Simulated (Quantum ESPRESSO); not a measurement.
## Al7GeAs7Si (finding a planted mistake in a log)

A calculation, not a measurement. The program is pw.x of Quantum ESPRESSO 7.5 (plane-wave density functional theory). The cell is made up: 16 atoms on a doubled zincblende/diamond lattice, with randomly drawn elements, strain and displacements, not relaxed. PseudoDojo standard norm-conserving files (v0.5 for PBE, v0.4.1 for LDA and PBEsol) set the functional; there is no spin polarisation, spin-orbit coupling or dispersion term, and the masses in the input are unused placeholders.

Intended input:

```
&control calculation='scf', pseudo_dir='./dojo.nc.sr.pbe.v0_5.standard.upf', outdir='./o', disk_io='medium', tprnfor=.true., tstress=.true. /
&system ibrav=0, nat=16, ntyp=4, nbnd=78, ecutwfc=84.00895049, nosym=.true., tot_charge=0,
 occupations='smearing', smearing='fd', degauss=0.0018374661
/
&electrons conv_thr=7.350e-09, electron_maxstep=60, /
ATOMIC_SPECIES
Al 1.0 Al.upf
As 1.0 As.upf
Ge 1.0 Ge.upf
Si 1.0 Si.upf
CELL_PARAMETERS angstrom
5.6956 0.0 0.0
0.0 5.6956 0.0
0.0 0.0 11.3912
ATOMIC_POSITIONS angstrom
Al 0.0365 0.0022 -0.0088
Al -0.0001 2.8121 2.8637
Al 2.8475 0.0041 2.8194
Al 2.8761 2.7835 0.0071
Ge 0.0388 -0.009 5.6687
Al -0.025 2.8471 8.5654
Al 2.844 -0.0322 8.581
Al 2.8475 2.8443 5.6892
As 1.3975 1.4449 1.3706
As 1.3904 4.2584 4.2532
As 4.2409 1.4046 4.2398
As 4.2562 4.2645 1.3847
As 1.4118 1.3882 7.1284
As 1.4821 4.2746 9.9984
As 4.2774 1.4148 9.9702
Si 4.2998 4.2747 7.1234
K_POINTS automatic
4 4 2 1 1 1
```

The log is shortened where brackets say so; the opening notice, blank lines, dates and the lines on written files are dropped, and the path of the files is cut. It prints rydbergs, bohrs and kilobars, and counts compression as positive stress. Where no state is partly filled, the Fermi energy that it prints is only some level between the filled and the empty states on the mesh, and need not lie in the true gap.

Log of the intended run:

```
     Program PWSCF v.7.5
     Parallel version (MPI & OpenMP), running on       1 processor cores
     Number of MPI processes:                 1
     Threads/MPI process:                     1
     [start-up lines left out]
     bravais-lattice index     =            0
     lattice parameter (alat)  =      10.7631  a.u.
     unit-cell volume          =    2493.7048 (a.u.)^3
     number of atoms/cell      =           16
     number of atomic types    =            4
     number of electrons       =       144.00
     number of Kohn-Sham states=           78
     kinetic-energy cutoff     =      84.0090  Ry
     charge density cutoff     =     336.0358  Ry
     scf convergence threshold =      7.3E-09
     mixing beta               =       0.7000
     number of iterations used =            8  plain     mixing
     Exchange-correlation= PBE
                           (   1   4   3   4   0   0   0)
     [axes and pseudopotential details left out]
   Cartesian axes
     site n.     atom                  positions (alat units)
         1        Al     tau(   1) = (   0.0064085   0.0003863  -0.0015451  )
         2        Al     tau(   2) = (  -0.0000176   0.4937320   0.5027916  )
         3        Al     tau(   3) = (   0.4999473   0.0007199   0.4950137  )
         4        Al     tau(   4) = (   0.5049687   0.4887106   0.0012466  )
         5        Ge     tau(   5) = (   0.0068123  -0.0015802   0.9952771  )
         6        Al     tau(   6) = (  -0.0043894   0.4998771   1.5038626  )
         7        Al     tau(   7) = (   0.4993328  -0.0056535   1.5066016  )
         8        Al     tau(   8) = (   0.4999473   0.4993855   0.9988763  )
         9        As     tau(   9) = (   0.2453648   0.2536871   0.2406419  )
        10        As     tau(  10) = (   0.2441183   0.7476649   0.7467519  )
        11        As     tau(  11) = (   0.7445923   0.2466114   0.7443992  )
        12        As     tau(  12) = (   0.7472786   0.7487359   0.2431175  )
        13        As     tau(  13) = (   0.2478756   0.2437320   1.2515626  )
        14        As     tau(  14) = (   0.2602184   0.7505092   1.7554604  )
        15        As     tau(  15) = (   0.7510008   0.2484023   1.7505092  )
        16        Si     tau(  16) = (   0.7549336   0.7505267   1.2506847  )
     number of k points=    16  Fermi-Dirac smearing, width (Ry)=  0.0018
                       cart. coord. in units 2pi/alat
        k(    1) = (   0.1250000   0.1250000   0.1250000), wk =   0.1250000
        k(    2) = (   0.1250000   0.1250000  -0.1250000), wk =   0.1250000
     [further k points left out]
     Dense  grid:   259689 G-vectors     FFT dimensions: (  64,  64, 125)
     Estimated max dynamical RAM per process >     509.71 MB
     Initial potential from superposition of free atoms
     starting charge     143.9798, renormalised to     144.0000
     Starting wfcs are  104 randomized atomic wfcs
     total cpu time spent up to now is       77.4 secs
     per-process dynamical memory:   294.4 Mb
     Self-consistent Calculation
     iteration #  1     ecut=    84.01 Ry     beta= 0.70
     Davidson diagonalization with overlap
     ethr =  1.00E-02,  avg # of iterations =  4.0
     Threshold (ethr) on eigenvalues was too large:
     Diagonalizing with lowered threshold
     Davidson diagonalization with overlap
     ethr =  3.58E-04,  avg # of iterations =  2.1
     total cpu time spent up to now is      409.0 secs
     total energy              =   -1704.76432363 Ry
     estimated scf accuracy    <       0.54472841 Ry
     iteration #  2     ecut=    84.01 Ry     beta= 0.70
     Davidson diagonalization with overlap
     ethr =  3.78E-04,  avg # of iterations =  8.4
     total cpu time spent up to now is      595.5 secs
     total energy              =   -1704.64453445 Ry
     estimated scf accuracy    <       0.68605973 Ry
     [iterations 3 to 11 left out]
     iteration # 12     ecut=    84.01 Ry     beta= 0.70
     Davidson diagonalization with overlap
     ethr =  2.02E-10,  avg # of iterations =  2.0
     total cpu time spent up to now is     2176.5 secs
     total energy              =   -1704.88562762 Ry
     estimated scf accuracy    <       0.00000006 Ry
     iteration # 13     ecut=    84.01 Ry     beta= 0.70
     Davidson diagonalization with overlap
     ethr =  4.42E-11,  avg # of iterations =  4.3
     total cpu time spent up to now is     2363.3 secs
     End of self-consistent calculation
     [lines on levels left out]
     the Fermi energy is     7.1031 ev
!    total energy              =   -1704.88562764 Ry
     estimated scf accuracy    <          3.3E-09 Ry
     smearing contrib. (-TS)   =      -0.00000000 Ry
     internal energy E=F+TS    =   -1704.88562764 Ry
     The total energy is F=E-TS. E is the sum of the following terms:
     one-electron contribution =   -1116.47645191 Ry
     hartree contribution      =     618.80634117 Ry
     xc contribution           =    -394.49164809 Ry
     ewald contribution        =    -812.72386881 Ry
     convergence has been achieved in  13 iterations
     Forces acting on atoms (cartesian axes, Ry/au):
     atom    1 type  1   force =    -0.01582942   -0.01347647   -0.00847574
     atom    2 type  1   force =    -0.01610597    0.01402805   -0.02076869
     atom    3 type  1   force =    -0.00851192   -0.01223284   -0.01394355
     atom    4 type  1   force =     0.00164693    0.02131450   -0.00906563
     atom    5 type  3   force =    -0.04090173   -0.01763527    0.03465718
     atom    6 type  1   force =     0.00402455    0.01755394   -0.01342182
     atom    7 type  1   force =     0.02267783   -0.00536356   -0.02802200
     atom    8 type  1   force =     0.01108089    0.01333307    0.02787030
     atom    9 type  2   force =     0.01014883   -0.00525980    0.02957282
     atom   10 type  2   force =     0.02181151    0.00007629   -0.01489921
     atom   11 type  2   force =     0.00960255    0.00102045    0.00167350
     atom   12 type  2   force =     0.01040646   -0.00420868    0.01693186
     atom   13 type  2   force =     0.01101458    0.01550632   -0.00098031
     atom   14 type  2   force =    -0.01394650   -0.02169363    0.00404020
     atom   15 type  2   force =     0.00017860   -0.00556952    0.00355348
     atom   16 type  4   force =    -0.00729718    0.00260716   -0.00872239
     Total force =     0.108987     Total SCF correction =     0.000404
     Computing stress (Cartesian axis) and pressure
          total   stress  (Ry/bohr**3)                   (kbar)     P=       14.15
   0.00009948   0.00001686  -0.00000949           14.63        2.48       -1.40
   0.00001686   0.00010046   0.00003342            2.48       14.78        4.92
  -0.00000949   0.00003342   0.00008858           -1.40        4.92       13.03
     init_run     :     75.48s CPU     77.32s WALL (       1 calls)
     electrons    :   2229.46s CPU   2286.00s WALL (       1 calls)
     forces       :     24.48s CPU     25.04s WALL (       1 calls)
     stress       :     79.57s CPU     82.91s WALL (       1 calls)
     [timing details left out]
     PWSCF        :  40m 9.86s CPU  41m13.73s WALL
     JOB DONE.
```

A second run was made from an input with one planted mistake. Its log:

```
     Program PWSCF v.7.5
     Parallel version (MPI & OpenMP), running on       1 processor cores
     Number of MPI processes:                 1
     Threads/MPI process:                     1
     [start-up lines left out]
     bravais-lattice index     =            0
     lattice parameter (alat)  =      10.7631  a.u.
     unit-cell volume          =    2493.7048 (a.u.)^3
     number of atoms/cell      =           16
     number of atomic types    =            4
     number of electrons       =       144.00
     number of Kohn-Sham states=           78
     kinetic-energy cutoff     =      84.0090  Ry
     charge density cutoff     =     336.0358  Ry
     scf convergence threshold =      7.3E-09
     mixing beta               =       0.7000
     number of iterations used =            8  plain     mixing
     Exchange-correlation= PBE
                           (   1   4   3   4   0   0   0)
     [axes and pseudopotential details left out]
   Cartesian axes
     site n.     atom                  positions (alat units)
         1        Al     tau(   1) = (   0.0064085   0.0003863  -0.0015451  )
         2        Al     tau(   2) = (  -0.0000176   0.4937320   0.5027916  )
         3        Al     tau(   3) = (   0.4999473   0.0007199   0.4950137  )
         4        Al     tau(   4) = (   0.5049687   0.4887106   0.0012466  )
         5        Ge     tau(   5) = (   0.0068123  -0.0015802   0.9952771  )
         6        Al     tau(   6) = (  -0.0043894   0.4998771   1.5038626  )
         7        Al     tau(   7) = (   0.4993328  -0.0056535   1.5066016  )
         8        Al     tau(   8) = (   0.4999473   0.4993855   0.9988763  )
         9        As     tau(   9) = (   0.2453648   0.2536871   0.2406419  )
        10        As     tau(  10) = (   0.2441183   0.7476649   0.7467519  )
        11        As     tau(  11) = (   0.7445923   0.2466114   0.7443992  )
        12        As     tau(  12) = (   0.7472786   0.7487359   0.2431175  )
        13        As     tau(  13) = (   0.2478756   0.2437320   1.2515626  )
        14        As     tau(  14) = (   0.2602184   0.7505092   1.7554604  )
        15        As     tau(  15) = (   0.7510008   0.2484023   1.7505092  )
        16        Si     tau(  16) = (   0.7549336   0.7505267   1.2506847  )
     number of k points=     4  Fermi-Dirac smearing, width (Ry)=  0.0018
                       cart. coord. in units 2pi/alat
        k(    1) = (   0.2500000   0.2500000   0.1250000), wk =   0.5000000
        k(    2) = (   0.2500000   0.2500000  -0.1250000), wk =   0.5000000
     [further k points left out]
     Dense  grid:   259689 G-vectors     FFT dimensions: (  64,  64, 125)
     Estimated max dynamical RAM per process >     509.71 MB
     Initial potential from superposition of free atoms
     starting charge     143.9798, renormalised to     144.0000
     Starting wfcs are  104 randomized atomic wfcs
     total cpu time spent up to now is       20.1 secs
     per-process dynamical memory:   292.7 Mb
     Self-consistent Calculation
     iteration #  1     ecut=    84.01 Ry     beta= 0.70
     Davidson diagonalization with overlap
     ethr =  1.00E-02,  avg # of iterations =  4.0
     Threshold (ethr) on eigenvalues was too large:
     Diagonalizing with lowered threshold
     Davidson diagonalization with overlap
     ethr =  3.66E-04,  avg # of iterations =  2.0
     total cpu time spent up to now is      113.3 secs
     total energy              =   -1704.74333024 Ry
     estimated scf accuracy    <       0.55522325 Ry
     iteration #  2     ecut=    84.01 Ry     beta= 0.70
     Davidson diagonalization with overlap
     ethr =  3.86E-04,  avg # of iterations =  7.2
     total cpu time spent up to now is      148.3 secs
     total energy              =   -1704.64088324 Ry
     estimated scf accuracy    <       0.64034470 Ry
     [iterations 3 to 11 left out]
     iteration # 12     ecut=    84.01 Ry     beta= 0.70
     Davidson diagonalization with overlap
     ethr =  2.96E-10,  avg # of iterations =  2.0
     total cpu time spent up to now is      442.6 secs
     total energy              =   -1704.86648688 Ry
     estimated scf accuracy    <       0.00000014 Ry
     iteration # 13     ecut=    84.01 Ry     beta= 0.70
     Davidson diagonalization with overlap
     ethr =  9.49E-11,  avg # of iterations =  4.0
     total cpu time spent up to now is      464.9 secs
     End of self-consistent calculation
     [lines on levels left out]
     the Fermi energy is     7.2052 ev
!    total energy              =   -1704.86648691 Ry
     estimated scf accuracy    <          8.9E-10 Ry
     smearing contrib. (-TS)   =      -0.00000000 Ry
     internal energy E=F+TS    =   -1704.86648691 Ry
     The total energy is F=E-TS. E is the sum of the following terms:
     one-electron contribution =   -1116.58953885 Ry
     hartree contribution      =     618.95405924 Ry
     xc contribution           =    -394.50713849 Ry
     ewald contribution        =    -812.72386881 Ry
     convergence has been achieved in  13 iterations
     Forces acting on atoms (cartesian axes, Ry/au):
     atom    1 type  1   force =    -0.01590456   -0.01340230   -0.00821084
     atom    2 type  1   force =    -0.01640361    0.01407322   -0.02027845
     atom    3 type  1   force =    -0.00855445   -0.01237478   -0.01355992
     atom    4 type  1   force =     0.00151850    0.02151041   -0.00870463
     atom    5 type  3   force =    -0.04081547   -0.01760811    0.03453971
     atom    6 type  1   force =     0.00432568    0.01734438   -0.01384437
     atom    7 type  1   force =     0.02277740   -0.00525550   -0.02824553
     atom    8 type  1   force =     0.01121516    0.01362960    0.02762337
     atom    9 type  2   force =     0.01060145   -0.00502362    0.02900309
     atom   10 type  2   force =     0.02167312    0.00025412   -0.01479950
     atom   11 type  2   force =     0.01010517    0.00094782    0.00134538
     atom   12 type  2   force =     0.01002728   -0.00448035    0.01667698
     atom   13 type  2   force =     0.01050208    0.01508885   -0.00049389
     atom   14 type  2   force =    -0.01381718   -0.02192045    0.00401271
     atom   15 type  2   force =     0.00010735   -0.00563528    0.00363294
     atom   16 type  4   force =    -0.00735792    0.00285199   -0.00869705
     Total force =     0.108665     Total SCF correction =     0.000200
     Computing stress (Cartesian axis) and pressure
          total   stress  (Ry/bohr**3)                   (kbar)     P=       15.06
   0.00013133   0.00001591  -0.00000921           19.32        2.34       -1.35
   0.00001591   0.00013215   0.00003298            2.34       19.44        4.85
  -0.00000921   0.00003298   0.00004358           -1.35        4.85        6.41
     init_run     :     19.21s CPU     19.93s WALL (       1 calls)
     electrons    :    431.26s CPU    444.79s WALL (       1 calls)
     forces       :      4.23s CPU      4.40s WALL (       1 calls)
     stress       :     14.15s CPU     14.88s WALL (       1 calls)
     [timing details left out]
     PWSCF        :   7m49.06s CPU   8m 4.45s WALL
     JOB DONE.
```

Question: what was wrong in the second input?

Answer: the k-point mesh is too coarse. The input lines that differ, file-writing options aside:

```
- 4 4 2 1 1 1
+ 2 2 2 1 1 1
```

```
                                            intended run  run with the mistake
                          free energy (eV)    -23196.151            -23195.890
                    smearing term -TS (eV)        0.0000                0.0000
                            pressure (GPa)          1.41                  1.51
            largest force component (eV/Å)         1.052                 1.049
largest change of a force component (eV/Å)                               0.015
                                iterations            13                    13
```

For scale, a rerun of the intended cell at a cutoff of 1437 eV and k mesh 6 x 6 x 4 moved values by no more than 0.020 eV in energy, 0.02 GPa in stress and 0.003 eV/Å in force.